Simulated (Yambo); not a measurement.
Data:

```
CELL_PARAMETERS angstrom
      3.58116     0.00000     0.00000
     -1.79058     3.10138     0.00000
      0.00000     0.00000     4.76248
ATOMIC_POSITIONS crystal
  H  0.66667 0.33333 0.55656
  H  0.33333 0.66667 0.44344
  O  0.66667 0.33333 0.75959
  O  0.33333 0.66667 0.24041
  Ca 0.00000 0.00000 0.00000
```

Workflow: norm-conserving PBEsol (Quantum ESPRESSO, 84 Ry, scalar-relativistic), then G0W0 in Yambo (6×6×4 Γ-centred k mesh, 100 bands and a 8 Ry block in the screening, 100 bands in G with the Bruneval-Gonze terminator, plasmon pole fitted at 27.2 eV).

Give the PBEsol and G0W0 gaps between the band edges found on this mesh, and say where the edges lie.

Edges: Γ → Γ. PBEsol: 4.19 eV; G0W0: 6.65 eV. Nearest settings tried, and what they do to the gap: 64 bands in G: -2 meV; 3 Ry block (35 vectors against 135): -107 meV; 3×3×2 mesh: +7 meV. Not varied: bands in W. So the settings aren't converged at that level. 

Geometry relaxed with PBE+D3(BJ).
